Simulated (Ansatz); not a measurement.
Relaxed AlN (wurtzite):

```xyz
4
Lattice="3.1303 0.0000 0.0000 -1.5651 2.7109 0.0000 0.0000 0.0000 5.0180" Properties=species:S:1:pos:R:3 pbc="T T T"
Al     1.5651     0.9036     0.0169
Al     0.0000     1.8073     2.5259
N      1.5651     0.9036     3.1203
N      0.0000     1.8073     0.6113
```

In each cell atom 2 (Al, nearest neighbour N at 1.903 Å; its periodic images, 3.1 Å or more away, move with it) moves by s·(0.577, 0.577, 0.577) (along Cartesian [111]), the rest being held.

Level of theory: PBE (plane waves to 420 eV, PAW, scalar-relativistic; Ansatz, a quantum-chemistry and plane-wave program). k mesh 10×10×6 (Γ-centred), Fermi-Dirac smearing 0.05 eV. Energies are smeared free energies. AlN was relaxed with its symmetry unable to fall. The zero of ΔE is the undisplaced structure.

```
s (Å)   ΔE (meV/cell)
------  -------------
-0.380           1175
-0.304            759
-0.228            430
-0.152            192
-0.076             48
0.000               0
0.076        withheld
0.152             192
0.228             430
0.304             761
0.380            1185
```

### Question
Fit a polynomial form (powers 2, 3, 4) to the given rows and predict ΔE at s = 0.076.

### Answer
Least squares on the 10 given rows: ΔE = (8325)·s² + (76.51)·s³ + (-1063)·s⁴, in meV/cell with s in Å; root-mean-square residual 0.8 meV/cell. At 0.076 the fit gives 48 meV/cell; the calculation gives 48 meV/cell, the same to the digits shown. The quadratic term alone would give 48 meV/cell.

(For displaced atoms, the force is minus the slope of the energy, and its curvature is a force constant, which sets phonon frequencies.)
